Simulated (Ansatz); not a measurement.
One crystal and one scan (scan of one atom of the cell) at two levels, PBE (plane waves to 420 eV, PAW, scalar-relativistic; Ansatz, an electronic-structure program) and r2SCAN (plane waves to 500 eV, PAW, scalar-relativistic; Ansatz), each from its own relaxed cell and on its own mesh. The cell shown is that of PBE.

Relaxed ScAl3 (Cu3Au type):

```xyz
4
Lattice="4.1055 0.0000 0.0000 0.0000 4.1055 0.0000 0.0000 0.0000 4.1055" Properties=species:S:1:pos:R:3 pbc="T T T"
Al     0.0000     2.0528     2.0528
Al     2.0528     2.0528     0.0000
Al     2.0528     0.0000     2.0528
Sc     0.0000     0.0000     0.0000
```

Scan: atom 1 (Al, nearest neighbour Al at 2.903 Å; its periodic images, 4.1 Å or more away, move with it) is displaced along Cartesian [111], direction (0.577, 0.577, 0.577) in Cartesian axes, by s. The other atoms stay.

The energy includes the smearing's −TS. ScAl3 is run without spin polarisation. ScAl3 was relaxed with its symmetry unable to fall. With partly filled bands, energies and forces of such displacements shift with the k mesh and the smearing. Both scans cover s from -0.290 to 0.290 Å.

ΔE (meV/cell), each from the undisplaced structure of its own level:

```json
[
 {"s (Å)": "-0.290", "PBE": "246", "r2SCAN": "withheld"},
 {"s (Å)": "-0.232", "PBE": "155", "r2SCAN": "172"},
 {"s (Å)": "-0.174", "PBE": "86", "r2SCAN": "96"},
 {"s (Å)": "-0.116", "PBE": "38", "r2SCAN": "42"},
 {"s (Å)": "-0.058", "PBE": "9", "r2SCAN": "10"},
 {"s (Å)": "0.000", "PBE": "0", "r2SCAN": "0"},
 {"s (Å)": "0.058", "PBE": "9", "r2SCAN": "10"},
 {"s (Å)": "0.116", "PBE": "38", "r2SCAN": "42"},
 {"s (Å)": "0.174", "PBE": "86", "r2SCAN": "96"},
 {"s (Å)": "0.232", "PBE": "155", "r2SCAN": "172"},
 {"s (Å)": "0.290", "PBE": "246", "r2SCAN": "withheld"}
]
```

Estimate the r2SCAN value at -0.290 from the PBE value there and the ratio of the two levels in the two nearest given rows on that side of the minimum.

At -0.232 and -0.174 the ratio r2SCAN/PBE averages 1.113, which gives 1.113 × 246 = 274 meV/cell. The calculation gives 272 meV/cell, +10.6 % against PBE.

(A displaced cell: forces are minus the slopes of the energy, force constants its curvatures, and phonons follow from these.)
